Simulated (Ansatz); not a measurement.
MoOSe (Janus 2H monolayer), relaxed with r2SCAN in the PAW code Ansatz. In-plane lattice: a = 3.058 Å, b = 3.058 Å, γ = 120.0°; thickness between the outer nuclei 2.86 Å. Around Mo lie 3 O at 2.08 Å and 3 Se at 2.49 Å; around O lie 3 Mo at 2.08 Å; around Se lie 3 Mo at 2.49 Å.

The axes x, y and z are those of this cell:
```yaml
crystal:
  lattice:
    - [3.05772, 0.00000, 0.00000]
    - [-1.52886, 2.64806, 0.00000]
    - [0.00000, 0.00000, 30.15497]
  atoms:
    - { symbol: Mo, position: [0.33333, 0.66667, 0.30567] }
    - { symbol: O, position: [0.66667, 0.33333, 0.34223] }
    - { symbol: Se, position: [0.66667, 0.33333, 0.24748] }
```
Two periodic directions, a and b.

Unstrained: With PBE the valence top lies at Γ and the conduction bottom at K, 0.787 eV higher; the smallest vertical gap, at K, is 1.977 eV. With r2SCAN the valence top lies at Γ and the conduction bottom at K, 0.873 eV higher; the smallest vertical gap, at K, is 2.089 eV. With HSE06 the valence top lies at Γ and the conduction bottom at K, 1.316 eV higher; the smallest vertical gap, at K, is 2.550 eV. Meshes: PBE 12×12×1, r2SCAN 12×12×1, HSE06 6×6×1. Strains are changes of length per length, and xy shears are angles. After each strain the atoms were relaxed again with r2SCAN within the symmetry that the strain leaves, so tilts or polar shifts that break it weren't tested; points keep the names that they have in the unstrained zone. All values are calculated for a non-magnetic cell, which may be hypothetical.

Task: Estimate what xy shear, engineering strain (angle) -1.5 % does to the gap.

Result: PBE: the gap goes from 0.787 to 0.788 eV (+0.001 eV); the edges go from Γ → K to Γ → (1/3, 0.336, 0). r2SCAN: the gap goes from 0.873 to 0.873 eV (0.000 eV); the edges go from Γ → K to Γ → (1/3, 0.336, 0). HSE06: the gap goes from 1.316 to 1.317 eV (+0.001 eV); the edges go from Γ → K to Γ → (1/3, 0.336, 0). The r2SCAN energy rises by 1.1 meV an atom.

Task: Apply uniaxial -4.0 % along x, other directions held. How far does the gap move, against the unstrained cell?

Result: PBE: the gap goes from 0.787 to 1.112 eV (+0.325 eV); the edges go from Γ → K to Γ → (0.323, 0.339, 0). r2SCAN: the gap goes from 0.873 to 1.211 eV (+0.338 eV); the edges go from Γ → K to Γ → (0.323, 0.339, 0). HSE06: the gap goes from 1.316 to 1.688 eV (+0.372 eV); the edges go from Γ → K to Γ → (0.323, 0.339, 0). The r2SCAN energy rises by 25.0 meV an atom.

Task: Estimate what in-plane biaxial -4.0 % does to the gap.

Result: PBE: the gap goes from 0.787 to 1.312 eV (+0.525 eV); the edges go from Γ → K to Γ → Γ–K (0.55). r2SCAN: the gap goes from 0.873 to 1.472 eV (+0.599 eV); the edges go from Γ → K to Γ → Γ–K (0.55). HSE06: the gap goes from 1.316 to 1.934 eV (+0.618 eV); the edges go from Γ → K to Γ → Γ–K (0.55). The r2SCAN energy rises by 63.3 meV an atom.

Task: Estimate what in-plane biaxial -1.5 % does to the gap.

Result: PBE: the gap goes from 0.787 to 1.024 eV (+0.237 eV). r2SCAN: the gap goes from 0.873 to 1.119 eV (+0.246 eV). HSE06: the gap goes from 1.316 to 1.587 eV (+0.271 eV). The r2SCAN energy rises by 8.4 meV an atom.

The runs are scalar-relativistic, without spin-orbit coupling.

Where an edge lies off the special points, it is a point of the mesh or the k point where a search put PBE's edge or least direct gap, reused for the other functionals, whose own edges may lie a little apart.

Coordinates of k points refer to the reciprocal vectors of the primitive cell of the runs.

The meshes of the hybrids are coarse, so their gaps aren't converged to the digits shown.
